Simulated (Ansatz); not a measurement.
Here is the system:

ZnInGaO$_{4}$:
```cif
data_GaInO4Zn
_chemical_formula_sum 'Zn1 In1 Ga1 O4'
_space_group_name_H-M_alt 'P 1'
_space_group_IT_number 1
_cell_length_a 8.79372
_cell_length_b 8.79372
_cell_length_c 8.79372
_cell_angle_alpha 21.728
_cell_angle_beta 21.728
_cell_angle_gamma 21.728
loop_
_space_group_symop_operation_xyz
  'x, y, z'
loop_
_atom_site_label
_atom_site_type_symbol
_atom_site_fract_x
_atom_site_fract_y
_atom_site_fract_z
_atom_site_occupancy
Zn1 Zn 0.21869 0.21869 0.21869 1
In1 In 0.00294 0.00294 0.00294 1
Ga1 Ga 0.78714 0.78714 0.78714 1
O1 O 0.29509 0.29509 0.29509 1
O2 O 0.71124 0.71124 0.71124 1
O3 O 0.12117 0.12117 0.12117 1
O4 O 0.86373 0.86373 0.86373 1
```

This is the PBEsol-relaxed structure.

Task: All from PBEsol (plane waves, PAW; program Ansatz), unless another level is named. Give the Born charges (a third of the trace).

Result: Zn +2.19, In +3.20, Ga +3.04, O -2.12 to -2.08 e.

Task: And the electronic dielectric constant ε∞ (DFPT)?

Result: 4.63 (xx = yy), 4.62 (zz).

Task: Give the static dielectric constant ε0 (ions relaxed, cell fixed).

Result: 10.2 (xx = yy), 14.2 (zz).

Task: And the largest static χ(2) component?

Result: 13 pm/V.

Space group R3m. The cell was relaxed with PBEsol under the symmetry of its start. Scalar-relativistic: spin–orbit coupling is off unless named, which matters more the heavier the elements.

Potentials: the later of the program's two PAW sets.
